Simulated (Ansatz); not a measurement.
Data:

MgO (rock salt)

```yaml
crystal:
  lattice:
    - [0.00000, 4.25375, 4.25375]
    - [2.12687, 0.00000, 2.12687]
    - [2.12687, 2.12687, 0.00000]
  atoms:
    - { symbol: O, position: [0.00000, 0.00000, 0.00000] }
    - { symbol: O, position: [0.50000, 0.00000, 0.00000] }
    - { symbol: Mg, position: [0.25000, 0.50000, 0.50000] }
    - { symbol: Mg, position: [0.75000, 0.50000, 0.50000] }
```

In each cell atom 3 (Mg, nearest neighbour O at 2.127 Å; its periodic images, 3.0 Å or more away, move with it) moves by s·(0.577, 0.577, 0.577) (along Cartesian [111]), the rest being held.

All values below come from PBE (plane waves to 420 eV, PAW, scalar-relativistic; Ansatz, a program for electronic structure). k mesh 11×11×11 (Γ-centred), Fermi-Dirac smearing 0.05 eV. E stands for the smeared free energy. MgO was relaxed with its symmetry unable to fall. ΔE is measured from the undisplaced structure.

The scan covers s from -0.430 to 0.430 Å in 11 points.

Is the energy the same for equal positive and negative displacements?

Even: the same for both signs. With its periodic images moving along, the atom's site symmetry in this cell is -3m.

What is the force constant k = d²E/ds² of this move at s = 0?

6.38 eV/Å².

(A displaced cell: forces are minus the slopes of the energy, force constants its curvatures, and phonons follow from these.)
